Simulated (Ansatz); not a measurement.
Input:

MoS$_{2}$:
Space group R3m, hexagonal axes (No. 160); a = 3.1263 Å, b = 3.1263 Å, c = 17.9741 Å, α = 90.00°, β = 90.00°, γ = 120.00°

```json
[
 {"atom": "Mo", "site": "3a", "symmetry": "3m", "x": "0.0000", "y": "0.0000", "z": "0.0000"},
 {"atom": "S", "site": "3a", "symmetry": "3m", "x": "0.0000", "y": "0.0000", "z": "0.7530"},
 {"atom": "S", "site": "3a", "symmetry": "3m", "x": "0.0000", "y": "0.0000", "z": "0.5803"}
]
```
(The calculation used a cell of 3 atoms; values per cell refer to that cell.)

This is the LDA-relaxed structure.

Task: All from plane-wave PAW LDA (Ansatz code), unless another level is named. Give the formation energy from the elements (no fitted shifts).

Result: -1015 meV/atom.

Task: Predict the electron effective mass.

Result: 0.46, 0.58, 0.73 mₑ (principal values).

Task: Next, the hole effective mass?

Result: 0.62, 0.62, 0.93 mₑ (principal values).

Task: Predict the weight of the valence-edge state by species (Voronoi cells).

Result: Mo 56 %, S 44 %.

Task: And the weight of the conduction-edge state by species (Voronoi cells)?

Result: Mo 53 %, S 47 %.

Task: Predict the valence-band maximum.

Result: at T.

The LDA relaxation kept the symmetry of its start; of distortions, only those at the zone centre were tested. No spin polarisation was allowed. A crystal of weakly bound layers computed without a dispersion correction: the cell and the soft elastic constants depend strongly on that. The references are the lowest solids computed at this level, not always the standard phases. Spin–orbit coupling is left out wherever it is not named.

Potentials: the later of the program's two PAW sets.

Edges and masses are those of Kohn–Sham bands, whose gap is no quasiparticle gap.
